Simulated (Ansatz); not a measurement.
HfC:
```xyz
2
Lattice="3.2266 0.0000 0.0000 -1.6133 2.7944 0.0000 0.0000 0.0000 2.9016" Properties=species:S:1:pos:R:3 pbc="T T T"
Hf     0.0000     0.0000     0.0000
C      0.0000     1.8629     1.4508
```

Relaxed with r²SCAN. Special points in fractions of this cell's reciprocal vectors: Γ (0.000, 0.000, 0.000); M (0.500, 0.000, 0.000); K (0.333, 0.333, 0.000); A (0.000, 0.000, 0.500); L (0.500, 0.000, 0.500); H (0.333, 0.333, 0.500).

### Question
List the band energies nearest the Fermi level at these points for the program Ansatz at the r²SCAN level (PAW).

### Answer
In eV from the Fermi level; about four levels below and three above (degenerate sets whole), none deeper than 8.9 eV; points with the same levels are listed once.

```
k              below                above
-  -----------------  -------------------
Γ  -1.68 -1.68 -1.03  1.79 5.51 6.51 6.51
M  -5.04 -0.68 -0.51       0.25 5.75 6.14
K  -4.27 -2.84 -0.46       2.89 3.37 4.32
A  -6.20 -0.49 -0.49  2.31 2.31 5.63 5.63
L  -4.14 -2.47 -2.46       2.03 6.74 7.51
H  -4.84 -3.55 -0.15       1.95 6.59 7.40
```

Space group P-6m2. The start of the workflow was typed in or built on a structure type; neither database checked (COD, Materials Project) lists it. It is not the phase usual at ambient conditions (space group No. 225). Symmetry was held in the r²SCAN relaxation; whether a distortion lowers the energy is not shown. The run is not spin-polarised. Scalar-relativistic: spin–orbit coupling is off unless named, which matters more the heavier the elements.

Potentials: the earlier of the program's two PAW sets.
